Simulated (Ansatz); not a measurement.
BaSn₂ in space group P-3m1 (No. 164; Ba on 1b, Sn on 2d), PBE (plane waves, PAW; program Ansatz), all energies at zero smearing, with the estimated change up to a 700 eV cutoff added, with one set of potentials and settings (totals compare only within such a set). Cell of 3 atoms (1 Ba, 2 Sn): -17999.767 eV.

```json
[
 {"element": "Ba", "reference phase": "Im-3m, 1 atoms in the cell", "E (eV/atom)": "-5949.5401"},
 {"element": "Sn", "reference phase": "Fd-3m, 2 atoms in the cell", "E (eV/atom)": "-6024.2128"}
]
```

Formation energy per atom, worked out: (-17999.767 − 1×(-5949.5401) − 2×(-6024.2128))/3 = -0.600 eV/atom (-58 kJ per mol of atoms), at 0 K, without zero-point energy or fitted corrections.

The workflow started from a Materials Project entry (that database holds measured and hypothetical structures alike); the Crystallography Open Database files this formula in space group No. 164, but the cells were not matched. Its standing as an ambient phase is unchecked. The PBE relaxation kept the symmetry of its start; its stability against distortions is not shown here. The references are the lowest solids computed at this level, not always the standard phases. Spin–orbit coupling is left out wherever it is not named.

Potentials: the later of the program's two PAW sets.
